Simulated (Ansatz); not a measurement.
**Two inputs for K6MgSb2S8**

Cell: a Materials Project structure (computed, not necessarily an observed phase), atoms as given.

```
K Mg Sb S
1.0
     8.07197    0.00000    0.00000
     0.27218    8.29070    0.00000
     2.74360    0.25849    8.03094
K Mg Sb S
6 1 2 8
Direct
  0.63253 0.97005 0.74877
  0.43806 0.47758 0.29413
  0.96283 0.62778 0.24540
  0.18416 0.97607 0.70524
  0.25615 0.43543 0.78732
  0.67076 0.00315 0.15697
  0.83120 0.20595 0.41369
  0.74262 0.51661 0.74833
  0.21802 0.06624 0.19869
  0.52257 0.18081 0.48797
  0.59121 0.65032 0.58127
  0.00264 0.23280 0.10573
  0.86277 0.69654 0.89223
  0.99121 0.94514 0.43689
  0.98980 0.38202 0.55604
  0.29724 0.83228 0.02743
  0.56456 0.32684 0.93890
```

Atoms are numbered from 1 in the order listed; like atoms form one site, named after its first atom.

Reference run. Method: Kohn–Sham DFT in Ansatz, PBE, plane waves and PAW, scalar-relativistic, 420 eV cutoff, Γ-centred 5×4×4 k-points, Fermi–Dirac smearing 0.05 eV.

Task: The input is changed as follows: `scf.mixing.algorithm`: not typed → broyden; `scf.mixing.beta`: not typed → 0.05; `kpoints.mp_grid.grid`: [5, 4, 4] → [2, 1, 1]. What happens to V_zz (10²¹ V/m²) and η?

Result: 

```json
{"site": "K1", "atom": "1", "V_zz reference": "-1.65", "η reference": "0.88", "V_zz changed": "-1.71", "η changed": "0.89"}
{"site": "K3", "atom": "3", "V_zz reference": "2.06", "η reference": "0.13", "V_zz changed": "1.99", "η changed": "0.29"}
{"site": "K5", "atom": "5", "V_zz reference": "-1.53", "η reference": "0.78", "V_zz changed": "-1.47", "η changed": "0.94"}
{"site": "K6", "atom": "6", "V_zz reference": "-1.83", "η reference": "0.98", "V_zz changed": "1.76", "η changed": "0.98"}
{"site": "Mg", "atom": "7", "V_zz reference": "-1.98", "η reference": "0.17", "V_zz changed": "-1.96", "η changed": "0.24"}
{"site": "Sb8", "atom": "8", "V_zz reference": "4.74", "η reference": "0.50", "V_zz changed": "4.48", "η changed": "0.54"}
{"site": "Sb9", "atom": "9", "V_zz reference": "-24.3", "η reference": "0.36", "V_zz changed": "-23.2", "η changed": "0.32"}
{"site": "S10", "atom": "10", "V_zz reference": "4.32", "η reference": "0.08", "V_zz changed": "4.82", "η changed": "0.26"}
{"site": "S11", "atom": "11", "V_zz reference": "21.6", "η reference": "0.08", "V_zz changed": "21.3", "η changed": "0.11"}
{"site": "S13", "atom": "13", "V_zz reference": "20.9", "η reference": "0.05", "V_zz changed": "20.7", "η changed": "0.10"}
{"site": "S14", "atom": "14", "V_zz reference": "13.67", "η reference": "0.29", "V_zz changed": "14.00", "η changed": "0.23"}
{"site": "S16", "atom": "16", "V_zz reference": "14.11", "η reference": "0.22", "V_zz changed": "13.87", "η changed": "0.21"}
```

The largest change of V_zz along a kept axis is on Sb9, from -24.3 to -23.2. In per cent, |V_zz| changes by -4 to +4 on K, -1 on Mg, -6 to -5 on Sb, -2 to +12 on S (all sites that start above 0.5, bar those whose gradient vanishes or changes sign or whose main axis turns by over 40°). Where |V_zz| stays above 0.1 and the axes keep their order, η moves most on S10, from 0.08 to 0.26. On K6 the largest principal value lies along another axis in the second run, so the two V_zz can't be compared directly. The table leaves out 5 of the 17 sites, with |V_zz| up to 22.07; their tensors move by 0.68 at most along any direction. The statements above cover all sites. SCF iterations: 8 and 14. In the changed run the k-mesh is coarser than the standard one, so its values aren't converged ones.

On the reference run: Without spin–orbit coupling (the program notes it for Sb) the gradients are little affected as a rule: paired runs on crystals with a gap mostly move them by under 2 % at such atoms. With these PAW files V_zz is typically within 2 to 3 % of all-electron values, but misses above 10 % occur on Sb.
